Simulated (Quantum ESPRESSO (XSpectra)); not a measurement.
## Si K-edge X-ray absorption spectrum (XANES) of HfSi (Pnma)

```xyz
8
Lattice="6.8624 0.0000 0.0000 0.0000 3.7682 0.0000 0.0000 0.0000 5.2234" Properties=species:S:1:pos:R:3 pbc="T T T"
Hf     4.6331     0.9421     1.9556
Hf     2.2293     2.8262     3.2678
Hf     5.6605     2.8262     4.5673
Hf     1.2019     0.9421     0.6561
Si     3.7271     0.9421     4.4967
Si     3.1353     2.8262     0.7267
Si     6.5665     2.8262     1.8850
Si     0.2959     0.9421     3.3385
```

Geometry: Materials Project entry mp-1042 (a computed structure). The cell is the entry's, not relaxed again.

Absorber: atom 5, Si on Wyckoff site c (site symmetry .m.), with 2 Si at 2.45 Å, 5 Hf at 2.70 Å, 1 Hf at 2.83 Å, 1 Hf at 2.88 Å.

Method: LDA, full core hole, dipole K-edge X-ray absorption, plane waves, Troullier-Martins potentials made with ld1.x and PseudoDojo potentials for the other elements (Perdew-Zunger form enforced), scalar-relativistic, no spin, constant broadening (Quantum ESPRESSO (XSpectra)).

32-atom cell (absorber images 7.5 Å apart), 46 Ry, k meshes 4×4×3 (SCF) and 5×5×3 (spectrum), Lorentzian half width 0.7 eV. The ground-state test found no gap over 0.25 eV with this functional, so the cell is neutral with smeared occupations; energies count from the Fermi level. Field directions run: x; y; z, weighted by the site's symmetry in the crystal. Intensities are scaled to a mean of 1 over 0–35 eV.

(E (eV), intensity (scaled)): (-5.0, 0.05); (-4.5, 0.05); (-4.0, 0.06); (-3.5, 0.07); (-3.0, 0.08); (-2.5, 0.09); (-2.0, 0.11); (-1.5, 0.14); (-1.0, 0.19); (-0.5, 0.28); (0.0, 0.44); (0.5, 0.64); (1.0, 0.80); (1.5, 0.91); (2.0, 0.98); (2.5, 1.08); (3.0, 1.17); (3.5, 1.28); (4.0, 1.41); (4.5, 1.55); (5.0, 1.67); (5.5, 1.69); (6.0, 1.67); (6.5, 1.61); (7.0, 1.57); (7.5, 1.51); (8.0, 1.46); (8.5, 1.42); (9.0, 1.36); (9.5, 1.35); (10.0, 1.35); (10.5, 1.33); (11.0, 1.31); (11.5, 1.24); (12.0, 1.13); (12.5, 1.06); (13.0, 1.00); (13.5, 0.97); (14.0, 0.95); (14.5, 0.93); (15.0, 0.94); (15.5, 0.96); (16.0, 0.96); (16.5, 0.94); (17.0, 0.90); (17.5, 0.86); (18.0, 0.83); (18.5, 0.80); (19.0, 0.78); (19.5, 0.75); (20.0, 0.73); (20.5, 0.72); (21.0, 0.72); (21.5, 0.73); (22.0, 0.72); (22.5, 0.71); (23.0, 0.73); (23.5, 0.74); (24.0, 0.75); (24.5, 0.77); (25.0, 0.79); (25.5, 0.79); (26.0, 0.81); (26.5, 0.84); (27.0, 0.88); (27.5, 0.92); (28.0, 0.95); (28.5, 0.96); (29.0, 0.97); (29.5, 0.95); (30.0, 0.89); (30.5, 0.85); (31.0, 0.84); (31.5, 0.82); (32.0, 0.80); (32.5, 0.79); (33.0, 0.77); (33.5, 0.75); (34.0, 0.75); (34.5, 0.75)

The absolute edge energy is not computed.
